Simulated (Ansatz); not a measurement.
CaTaS2:
```cif
data_CaS2Ta
_chemical_formula_sum 'S2 Ta1 Ca1'
_space_group_name_H-M_alt 'P 1'
_space_group_IT_number 1
_cell_length_a 3.45197
_cell_length_b 3.45197
_cell_length_c 6.91959
_cell_angle_alpha 90.000
_cell_angle_beta 90.000
_cell_angle_gamma 120.000
loop_
_space_group_symop_operation_xyz
  'x, y, z'
loop_
_atom_site_label
_atom_site_type_symbol
_atom_site_fract_x
_atom_site_fract_y
_atom_site_fract_z
_atom_site_occupancy
S1 S 0.66667 0.33333 0.77448 1
Ta1 Ta 0.00000 0.00000 0.00000 1
S2 S 0.33333 0.66667 0.22552 1
Ca1 Ca 0.00000 0.00000 0.50000 1
```

Relaxed with PBE+D3(BJ).

Question: Decompose the optical modes at the zone centre into irreducible representations, and say which are infrared and Raman allowed.

Answer: Point group -3m: Γ_opt = A1g + 2A2u + Eg + 2Eu. Infrared: A2u, Eu. Raman: A1g, Eg.

Question: Assign frequencies (DFPT, the program Ansatz at the PBE+D3(BJ) level (PAW)).

Answer: Eu 157, A2u 220, Eg 275, Eu 284, A2u 299, A1g 330 cm⁻¹.

Space group P-3m1. The cell is a constructed one: a structure type filled with these elements; neither database checked (COD, Materials Project) lists it. Whether it is the stable phase at ambient conditions was not checked. The PBE+D3(BJ) relaxation kept the symmetry of its start; of distortions, only those at the zone centre were tested. No spin polarisation was allowed. With an odd number of electrons in the cell and no spin polarisation, the count alone makes it a metal. As this level gives no gap, phonon frequencies hold no LO–TO term and depend on the k-mesh and smearing (Fermi–Dirac, 0.1 eV here). Scalar-relativistic: spin–orbit coupling is off unless named, which matters more the heavier the elements.

Potentials: the later of the program's two PAW sets.
